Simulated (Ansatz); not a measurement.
**C2CuS2, first-principles data**

C₂CuS₂:
```xyz
15
Lattice="8.7012 0.0000 0.0000 -4.3506 7.5354 0.0000 0.0000 0.0000 3.5428" Properties=species:S:1:pos:R:3 pbc="T T T"
C      1.2186     0.7035     0.0000
C      7.4826     0.7035     0.0000
C      4.3506     6.1283     0.0000
C      3.1320     6.8319     0.0000
C     -3.1320     6.8319     0.0000
C      0.0000     1.4071     0.0000
S      2.7100     1.5646     0.0000
S      5.9912     1.5646     0.0000
S      4.3506     4.4062     0.0000
S      1.6406     5.9708     0.0000
S     -1.6406     5.9708     0.0000
S      0.0000     3.1292     0.0000
Cu     4.3506     0.0000     0.0000
Cu    -2.1753     3.7677     0.0000
Cu     2.1753     3.7677     0.0000
```

Space group P6/mmm (No. 191); conventional cell a = b = 8.7012 Å, c = 3.5428 Å, α = β = 90.00°, γ = 120.00°.

Method: r²SCAN+D4 (plane waves, PAW; program Ansatz). The cell and atoms are relaxed at this level. Other levels are named where they apply.

**Cell and energy**

```
Property                                                      Result
-----------------------------------------------------  -------------
Volume per atom                                             15.49 Å³
Density                                                   3.25 g/cm³
Formation energy from the elements (no fitted shifts)  0.052 eV/atom
```

**Electronic structure**

```
Item                                                                         Value
------------------------------------  --------------------------------------------
Electronic character                                             metallic (no gap)
Density of states at the Fermi level  0.23 states/eV per atom (mean over ±0.08 eV)
```

**Mechanics**

```
Property                                                                                Result
-------------------------------------  -------------------------------------------------------
Bulk modulus (Birch–Murnaghan fit)                                                    284 kbar
Pressure derivative B′                                                                     9.5
Elastic constants (relaxed ions, GPa)  C11 = 266, C12 = 112, C13 = 6.6, C33 = 31.4, C44 = -2.8
Mechanical stability                                    unstable (C has a negative eigenvalue)
```

A made-up cell: these elements were put on the sites of a structure type; neither database checked (COD, Materials Project) lists it. Its standing as an ambient phase is unchecked. Symmetry was held in the r²SCAN+D4 relaxation. No spin polarisation was allowed. With an odd number of electrons in the cell and no spin polarisation, the count alone makes it a metal. As this level gives no gap, shear constants depend on the k-mesh and smearing (Fermi–Dirac, 0.1 eV here). The references are the lowest solids computed at this level, not always the standard phases.

Potentials: the later of the program's two PAW sets.
